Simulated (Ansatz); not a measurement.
Ta (bcc, W type), conventional cell a = 3.305 Å, b = 3.305 Å, c = 3.305 Å, α = 90.00°, β = 90.00°, γ = 90.00°. The calculation uses the primitive cell of 1 atom, to which meshes and values per cell refer.

The relaxed cell is deformed in two ways at once: its volume V is scaled, and at that volume it is stretched along z (the c axis of the conventional cell) so that c/a changes. Fractional atomic positions are held.

The numbers are results of r2SCAN (plane waves to 500 eV, PAW, scalar-relativistic; Ansatz, a first-principles code), not measurements. k mesh 20×20×20 (Γ-centred), Fermi-Dirac smearing 0.05 eV. Energies are smeared free energies. Compression counts positive. With partly filled bands, the response to shear is sensitive to the k mesh, so small differences along c/a are uncertain. Spin-orbit coupling is left out, though Ta is heavy. Ta is run without spin polarisation. Ta was relaxed with its symmetry unable to fall. The PAW data are Ansatz's earlier set. ΔE is measured from the relaxed starting cell.

ΔE (eV/atom), with V/V₀ across and (c/a)/(c/a)₀ down:

```tsv
(c/a)/(c/a)₀ \ V/V₀	0.960	0.973	0.987	1.000	1.013	1.027	1.040
0.960	0.028	0.017	0.010	0.007	0.009	0.014	0.023
0.973	0.023	0.012	0.006	0.003	0.005	0.011	0.020
0.987	0.021	0.009	0.003	0.001	0.003	0.009	0.018
1.000	0.020	0.009	0.002	0.000	0.002	0.008	0.017
1.013	0.021	0.009	0.003	0.001	0.003	0.009	0.018
1.027	0.023	0.012	0.005	0.003	0.005	0.011	0.020
1.040	0.027	0.016	0.009	0.007	0.009	0.014	0.023
```

σzz − σxx (GPa), with V/V₀ across and (c/a)/(c/a)₀ down:

```tsv
(c/a)/(c/a)₀ \ V/V₀	0.960	0.973	0.987	1.000	1.013	1.027	1.040
0.960	5.4	5.1	4.8	4.5	4.3	4.0	3.7
0.973	3.8	3.6	3.4	3.1	2.9	2.7	2.6
0.987	1.9	1.8	1.7	1.6	1.5	1.4	1.3
1.000	0.0	0.0	0.0	0.0	0.0	0.0	0.0
1.013	-1.9	-1.8	-1.7	-1.6	-1.5	-1.4	-1.3
1.027	-3.6	-3.5	-3.3	-3.2	-3.0	-2.8	-2.6
1.040	-5.1	-4.9	-4.7	-4.5	-4.2	-4.0	-3.8
```

Key numbers:

| Item | Result |
|---|---|
| Shear modulus C′ = (C11 − C12)/2 (fit, atoms clamped) | 62 GPa |
| Lowest place on the grid | V/V₀ = 1.000, (c/a)/(c/a)₀ = 1.000 (0 meV/atom) |
| Highest place on the grid | V/V₀ = 0.960, (c/a)/(c/a)₀ = 0.960 (28 meV/atom) |

The 49 points together took around 8 core-minutes (rough).

(A scan under strain: stresses follow from slopes of the energy per volume, elastic moduli from its curvatures.)
